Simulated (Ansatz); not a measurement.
HfSiO4:
```yaml
crystal:
  lattice:
    - [-3.26144, 3.26144, 2.96092]
    - [3.26144, -3.26144, 2.96092]
    - [3.26144, 3.26144, -2.96092]
  atoms:
    - { symbol: Hf, position: [0.75000, 0.25000, 0.50000] }
    - { symbol: Hf, position: [0.00000, 0.00000, 0.00000] }
    - { symbol: Si, position: [0.25000, 0.75000, 0.50000] }
    - { symbol: Si, position: [0.50000, 0.50000, 0.00000] }
    - { symbol: O, position: [0.13304, 0.31809, 0.81495] }
    - { symbol: O, position: [0.06809, 0.75314, 0.68505] }
    - { symbol: O, position: [0.50314, 0.31809, 0.18505] }
    - { symbol: O, position: [0.06809, 0.38304, 0.31495] }
    - { symbol: O, position: [0.61696, 0.93191, 0.68505] }
    - { symbol: O, position: [0.68191, 0.86696, 0.18505] }
    - { symbol: O, position: [0.24686, 0.93191, 0.31495] }
    - { symbol: O, position: [0.68191, 0.49686, 0.81495] }
```

Relaxed with LDA.

Question: Give the optical modes at the zone centre with their infrared and Raman activity from DFPT, DFT-LDA in the program Ansatz with PAW potentials.

Answer: Transverse frequencies, without the LO–TO term; a row sums one degenerate level.

```csv
ω (cm⁻¹),degeneracy,IR ((D/Å)²/amu),Raman (Å⁴/amu),activity,symmetry
131,1,0.00,0,silent,B1u
161,1,0.00,1.1,Raman,B1g
165,2,0.00,0,silent,Eg
206,2,0.00,5.1,Raman,Eg
246,1,0.00,0,silent,A2g
254,2,40.39,0,IR,Eu
256,1,0.00,0.36,Raman,B2g
299,1,30.94,0,IR,A2u
356,2,0.00,35,Raman,Eg
379,2,13.93,0,IR,Eu
397,1,0.00,0,silent,A1u
398,1,0.00,1.6,Raman,B1g
415,2,4.30,0,IR,Eu
440,1,0.00,38,Raman,A1g
530,2,0.00,0,silent,Eg
565,1,0.00,0,silent,B2u
590,1,14.88,0,IR,A2u
630,1,0.00,0,silent,B1g
881,2,115.68,0,IR,Eu
937,2,0.00,0.93,Raman,Eg
948,1,0.00,0,silent,B2u
979,1,0.00,56,Raman,A1g
996,1,47.77,0,IR,A2u
1033,1,0.00,170,Raman,B1g
```

Question: How high does the top mode go among those that the LO–TO term moves?

Answer: 1031 cm⁻¹ for q along x, 1031 cm⁻¹ for q along y, 1110 cm⁻¹ for q along z.

Space group I4_1/amd. Symmetry was held in the LDA relaxation. No spin polarisation was allowed. Spin–orbit coupling is left out wherever it is not named.

Potentials: the later of the program's two PAW sets.
